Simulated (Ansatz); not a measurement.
One stationary structure of CaCrO$_{3}$. Calculation: r2SCAN (plane waves to 500 eV, PAW, scalar-relativistic; Ansatz, a program for electronic structure).

```
CELL_PARAMETERS angstrom
      5.34309     0.00000     0.00000
      0.00000     7.44009     0.00000
      0.00000     0.00000     5.25568
ATOMIC_POSITIONS crystal
  Ca 0.45945 0.25000 0.99273
  Ca 0.95945 0.25000 0.50727
  Ca 0.54055 0.75000 0.00727
  Ca 0.04055 0.75000 0.49273
  Cr 0.00000 0.00000 0.00000
  Cr 0.50000 0.50000 0.50000
  Cr 0.00000 0.50000 0.00000
  Cr 0.50000 0.00000 0.50000
  O  0.01566 0.25000 0.07022
  O  0.51566 0.25000 0.42978
  O  0.98434 0.75000 0.92978
  O  0.48434 0.75000 0.57022
  O  0.29177 0.53665 0.21114
  O  0.79177 0.96335 0.28886
  O  0.70823 0.03665 0.78886
  O  0.20823 0.46335 0.71114
  O  0.70823 0.46335 0.78886
  O  0.20823 0.03665 0.71114
  O  0.29177 0.96335 0.21114
  O  0.79177 0.53665 0.28886
```

Question: Determine the symmetry and give the standard cell with its independent sites.

Answer: Space group Pnma (No. 62); a = 5.343 Å, b = 7.440 Å, c = 5.256 Å, α = β = γ = 90.00°

```json
[
 {"atom": "Ca", "site": "4c", "symmetry": ".m.", "x": "0.0405", "y": "0.7500", "z": "0.4927"},
 {"atom": "Cr", "site": "4a", "symmetry": "-1", "x": "0.0000", "y": "0.0000", "z": "0.0000"},
 {"atom": "O", "site": "4c", "symmetry": ".m.", "x": "0.0157", "y": "0.2500", "z": "0.0702"},
 {"atom": "O", "site": "8d", "symmetry": "1", "x": "0.2082", "y": "0.0367", "z": "0.7111"}
]
```

This is the AFLOW prototype AB3C_oP20_62_c_cd_a (as in CaTiO3).

Question: Give the shortest distances between elements (the closest pairs, up to four, under 3.6 Å).

Answer: Cr–O 1.90 Å; Ca–O 2.32 Å; O–O 2.67 Å; Ca–Cr 3.08 Å.

```json
{
 "volume_per_atom": "10.45 Å³",
 "density": "4.45 g/cm³",
 "band_gap": "no gap: a half-metal at this level (one spin channel is gapped at the Fermi level)",
 "magnetic_moment": "net 0.40 μB/atom, ferromagnetic"
}
```

Spin state reached: ferromagnetic (net 0.40 μB/atom), from parallel starting moments; other spin orders were not run from this start. No Hubbard U is applied. A magnetic insulating state can be missed without it.

The run could not lose the symmetry of its start.

The first start was generated by placing the elements on the sites of a structure type. Materials Project lists a structure of CaCrO3 in the same space group, Pnma (No. 62); the sites were not compared with it, nor with measured phases.
